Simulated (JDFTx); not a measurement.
Reference run:

System: W(110) (Im-3m bulk; lattice of mp-91, not re-optimised at this level), 1x1 cell of 4 atoms in 4 planes, area 7.11 Å² a face, 6.7 Å between the outermost planes in a cell 22.7 Å high; k mesh 10×10×1, Fermi width 0.01 Ha, no spin polarisation.

The reference is PBE, GBRV ultrasoft potentials, plane waves to 20/100 Ha; code: JDFTx (a modified build). Unrelaxed; liquid: CANDLE, water, 1 M NaF. The electron chemical potential μ is absolute (zero in the bulk liquid) and is turned into a potential by U = −μ/e − 4.44 V vs SHE, a convention.

| slab thickness | work function (eV) | U_pzc (V) | k states × plane waves | cycles, vacuum run | rough core time, vacuum run |
|---|---|---|---|---|---|
| 2 atoms, 2.2 Å | … | … | 31 × 3729 | 17 | 6 min |
| 3 atoms, 4.5 Å | 4.93 | 0.12 | 31 × 4198 | 18 | 10 min |
| 4 atoms, 6.7 Å | 4.92 | 0.10 | 31 × 4650 | 18 | 8 min |
| 5 atoms, 9.0 Å | 4.91 | 0.10 | 31 × 5123 | 20 | 20 min |
| 9 atoms, 17.9 Å | 4.91 | 0.10 | 31 × 6944 | 23 | 40 min |

What belongs in the gaps?


- 2 atoms, 2.2 Å, work function (eV): 4.85
- 2 atoms, 2.2 Å, U_pzc (V): 0.04

Core times come from shared machines and are rough, one run each.
